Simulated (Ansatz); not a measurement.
Relaxation of Al$_{3}$BAs$_{4}$

Computed with DFT r2SCAN, scalar-relativistic, plane waves, PAW in Ansatz. Settings: 500 eV cutoff, 4×8×4 k-mesh, Gaussian smearing of 0.02 eV, no spin polarisation.

What was changed in Al3GaN4: Ga → B, N → As on all its sites, cell and atoms relaxed.

Command:

```bash
ansatz run input.yaml --threads 2 --pin off --max-ram 5120MiB --backend cpu --events-out ev --progress --plain --runs-dir out
```

Input:

```yaml
crystal:
  lattice:
    - [6.3619108285, 0.0, 0.0013608687]
    - [0.0, 3.8303099204, 0.0]
    - [-0.0027753487, 0.0, 6.7231197583]
  atoms:
    - { symbol: Al, position: [0.4949433346, 0.5, 0.1696634605] }
    - { symbol: Al, position: [-0.0004126247, 0.5, 0.8208512992] }
    - { symbol: Al, position: [-0.003708903, 0.0, 0.3433782804] }
    - { symbol: B, position: [0.4960991605, 0.0, 0.6631109835] }
    - { symbol: As, position: [0.163530017, 0.0, 0.6658695674] }
    - { symbol: As, position: [0.1126412233, 0.5, 0.1612699801] }
    - { symbol: As, position: [0.6080993484, 0.5, 0.80740766] }
    - { symbol: As, position: [0.6124074438, 0.0, 0.3684497689] }
basis:
  ecutwfc: 500
kpoints:
  mp_grid: { grid: [4, 8, 4] }
hamiltonian:
  xc: r2scan
scf:
  occupations: { method: gaussian, width: 0.02 }
output:
  forces: true
  stress: true
  eigenvalues: true
relax:
  adjacent_minimum: "off"
  f_tol: 0.01
  max_steps: 60
  cell: { stress_tol: 0.1 }
```

F is the free energy. Steps run on the plane waves of an earlier cell, but the last one, and at times one on the way, on a freshly chosen basis, so a repeated geometry can differ a little in energy.

Steps:

| step | F − F(1) (eV) | largest force component (eV/Å) | V (Å³/atom) | P (GPa) |
| --- | --- | --- | --- | --- |
| 1 | 0.0000 | 0.028 | 20.479 | 0.05 |
| 2 | 0.0000 | 0.027 | 20.488 | 0.00 |
| 3 | -0.0001 | 0.005 | 20.487 | 0.00 |
| 4 | -0.0001 | 0.005 | 20.487 | 0.00 |

Relaxed structure:

```
CELL_PARAMETERS angstrom
6.36568 0.00000 0.00147
0.00000 3.82808 0.00000
-0.00266 0.00000 6.72589
ATOMIC_POSITIONS crystal
Al 0.49476 0.50000 0.16928
Al 0.99961 0.50000 0.82087
Al 0.99618 0.00000 0.34355
B 0.49610 0.00000 0.66327
As 0.16372 0.00000 0.66579
As 0.11262 0.50000 0.16124
As 0.60828 0.50000 0.80751
As 0.61234 0.00000 0.36849
```

The structure is monoclinic, space group Pm (No. 6). Conventional cell: a = 6.366 Å, b = 3.828 Å, c = 6.726 Å, α = 90.00°, β = 90.01°, γ = 90.00°. Around Al (site symmetry m) lie 4 As at 2.43 to 2.54 Å. Al (site symmetry m) is surrounded by 4 As at 2.40 to 2.49 Å. Around Al (site symmetry m) lie 4 As at 2.39 to 2.45 Å. B (site symmetry m) is surrounded by 4 As at 2.12 to 2.26 Å. As (site symmetry m) has 1 B at 2.12 Å and 3 Al at 2.42 Å as nearest neighbours. Around As (site symmetry m) lie 4 Al at 2.39 to 2.43 Å. As (site symmetry m) has 2 B at 2.26 Å and 2 Al at 2.49 to 2.54 Å as nearest neighbours. Around As (site symmetry m) lie 1 B at 2.12 Å.

The run converged. The run took 120 s on 2 threads of Intel(R) Xeon(R) Platinum 8375C CPU @ 2.90GHz (Ice Lake), with other jobs on the host, peak memory 0.91 GiB.